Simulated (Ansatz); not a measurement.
**Structure relaxation, BP**

The start is a generated trial cell of BP in the zincblende structure type. A full variable-cell relaxation at zero pressure is run with r2SCAN (plane waves to 500 eV, PAW, scalar-relativistic; Ansatz, a first-principles code). The first steps use a coarse 9×9×9 k-mesh.

The start:
```
BP
1.0
    0.00000     2.29588     2.29588
    2.29588     0.00000     2.29588
    2.29588     2.29588     0.00000
P B
1 1
Direct
  0.75000   0.75000   0.75000
  0.00000   0.00000   0.00000
```

How much energy is released per atom?

8 meV/atom.

How does the volume change?

-3.6 %, from 12.10 to 11.67 Å³/atom.

How do the shortest distances between atoms change?

The closest pairs of elements (up to four, under 3.6 Å), start → end: B–P 1.99 → 1.96 Å; P–P 3.25 → 3.21 Å; B–B 3.25 → 3.21 Å.

Is the relaxed structure metallic? Give its gap.

1.41 eV, indirect (valence top at Γ, conduction bottom at 83 % of the way from Γ to X) (no spin-orbit coupling).

Give the final cell and atomic positions.


```cif
data_B4P4
_chemical_formula_sum 'P4 B4'
_space_group_name_H-M_alt 'F-43m'
_space_group_IT_number 216
_space_group_name_Hall 'F -4 2 3'
_cell_length_a 4.53646
_cell_length_b 4.53646
_cell_length_c 4.53646
_cell_angle_alpha 90.000
_cell_angle_beta 90.000
_cell_angle_gamma 90.000
loop_
_atom_site_label
_atom_site_type_symbol
_atom_site_symmetry_multiplicity
_atom_site_Wyckoff_symbol
_atom_site_fract_x
_atom_site_fract_y
_atom_site_fract_z
_atom_site_occupancy
P1 P 4 c 0.25000 0.25000 0.25000 1
B1 B 4 a 0.00000 0.00000 0.00000 1
```
(The calculation used a cell of 2 atoms; values per cell refer to that cell.)

The space group stays F-43m (No. 216) (the run could not lower it); the end is zinc blende type, with 2 atoms in the primitive cell. Final values are on a 12×12×12 k-mesh of the relaxed cell. No spin polarisation in the result.

The run could not lose the symmetry of its start.

All atoms sit on sites fixed by symmetry, so only the cell could relax.
